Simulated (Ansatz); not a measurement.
The elements of this relaxed trial crystal are hidden behind letters.

```
lattice vectors (Å)
   4.2628    0.0000    0.0000
  -2.1314    3.6917    0.0000
   0.0000    0.0000   10.4625
fractional positions
X 0.3333 0.6667 0.6665
Z 0.0000 0.0000 0.9943
Z 0.6667 0.3333 0.3404
Q 0.3333 0.6667 0.9030
Q 0.6667 0.3333 0.5970
Q 0.0000 0.0000 0.2488
```

Method: DFT PBE, scalar-relativistic, plane waves, PAW (Ansatz). Settings of the last relaxation (6-atom cell): 420 eV, 12×12×4 k points, Gaussian smearing of 0.10 eV, no spin polarisation.

| Item | Value |
| --- | --- |
| Space group | P3m1 (No. 156) |
| Conventional cell | a = 4.263 Å, c = 10.463 Å |
| Volume per atom | 27.44 Å³ |
| Density | 4.85 g/cm³ |
| Formation energy | −0.30 eV/atom |
| Gap on the 12×12×4 mesh of the 6-atom cell | 0.02 eV by band count, less than the smearing, so the run treats it as a metal |

Energies are uncorrected and count from the elements' standard states at the same level.

Question: X is a p-block element of period 3, Z is a p-block element of period 5 and Q is a p-block element of period 4. Which elements are they?

Answer: X = Al, Z = In, Q = As, so the formula is AlIn2As3. Density times volume gives a mean mass of 4.85 × 27.44/1.6605 = 80.1 u per atom, and this set has 80.2 u. Around Al lie 4 As at 2.47–2.57 Å; In on its first site is surrounded by 4 As at 2.64–2.66 Å; around As on its first site lie 1 Al at 2.47 Å and 3 In at 2.64 Å; 3 more sites not described. Other sets within the hints have nearly the same mass, so mass alone doesn't settle it; this one was computed.

A structure relaxed within its symmetry needn't be a true minimum.
